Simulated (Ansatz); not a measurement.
Starting cell, Nb₃Au (A15, Cr3Si type):

```
CELL_PARAMETERS angstrom
     10.27811     0.00000     0.00000
      5.13905     5.13905     0.00000
      0.00000     0.00000     5.13905
ATOMIC_POSITIONS crystal
  Nb 0.12500 0.25000 0.00000
  Nb 0.62500 0.25000 0.00000
  Nb 0.87500 0.75000 0.00000
  Nb 0.37500 0.75000 0.00000
  Nb 0.12500 0.00000 0.50000
  Nb 0.62500 0.00000 0.50000
  Nb 0.37500 0.00000 0.50000
  Nb 0.87500 0.00000 0.50000
  Nb 0.75000 0.50000 0.25000
  Nb 0.25000 0.50000 0.25000
  Nb 0.75000 0.50000 0.75000
  Nb 0.25000 0.50000 0.75000
  Au 0.00000 0.50000 0.50000
  Au 0.50000 0.50000 0.50000
  Au 0.00000 0.00000 0.00000
  Au 0.50000 0.00000 0.00000
```

The atoms are displaced by Q × the pattern below (from a DFPT mode at M = (0.5, 0.5, 0.0), largest move 1; Q in Å), at fixed cell. It is one choice among 2 degenerate patterns. (q is in reciprocal vectors of the primitive cell; the cell shown is doubled to hold the pattern.)

```json
[
 {"atom": "Nb5", "x": "0.000", "y": "0.000", "z": "-0.476"},
 {"atom": "Nb6", "x": "0.000", "y": "0.000", "z": "0.476"},
 {"atom": "Nb7", "x": "0.000", "y": "0.000", "z": "0.476"},
 {"atom": "Nb8", "x": "0.000", "y": "0.000", "z": "-0.476"},
 {"atom": "Nb9", "x": "0.000", "y": "-0.978", "z": "0.000"},
 {"atom": "Nb10", "x": "0.000", "y": "0.978", "z": "0.000"},
 {"atom": "Nb11", "x": "0.000", "y": "0.978", "z": "0.000"},
 {"atom": "Nb12", "x": "0.000", "y": "-0.978", "z": "0.000"},
 {"atom": "Au15", "x": "0.000", "y": "0.000", "z": "-1.000"},
 {"atom": "Au16", "x": "0.000", "y": "0.000", "z": "1.000"}
]
```

Atoms not listed stay in place.

Method: LDA (plane waves to 420 eV, PAW, scalar-relativistic; Ansatz, a quantum-chemistry and plane-wave program). k mesh 9×9×9 (Γ-centred), Fermi-Dirac smearing 0.05 eV. E stands for the smeared free energy. With partly filled bands, energies and forces of such displacements shift with the k mesh and the smearing. Nb3Au is run without spin polarisation. Nb3Au was relaxed with its symmetry unable to fall. Spin-orbit coupling is left out, though Au is heavy. ΔE is measured from the undisplaced structure. The last digit holds for this mesh only.

```
Q (Å)    ΔE (meV/cell)
-------  -------------
-0.1100          18.12
-0.0917           4.52
-0.0733          -2.15
-0.0550       withheld
-0.0367          -2.59
-0.0183          -0.79
0.0000            0.00
0.0183           -0.79
0.0367           -2.59
0.0550        withheld
0.0733           -2.15
0.0917            4.52
0.1100           18.12
```

Q: Fit an even polynomial form (powers 2, 4, 6) to the given rows and predict ΔE at Q = -0.0550.

A: Least squares on the 11 given rows: ΔE = (-2447)·Q² + (422300)·Q⁴ + (-7963000)·Q⁶, in meV/cell with Q in Å; root-mean-square residual 0.029 meV/cell. At -0.0550 the fit gives -3.76 meV/cell; the calculation gives -3.77 meV/cell, so the interpolation is off by 0.01 (+0.3 %). The quadratic term alone would give -7.40 meV/cell: it is negative, as the undisplaced cell is unstable along this move.

(A displaced cell: forces are minus the slopes of the energy, force constants its curvatures, and phonons follow from these.)
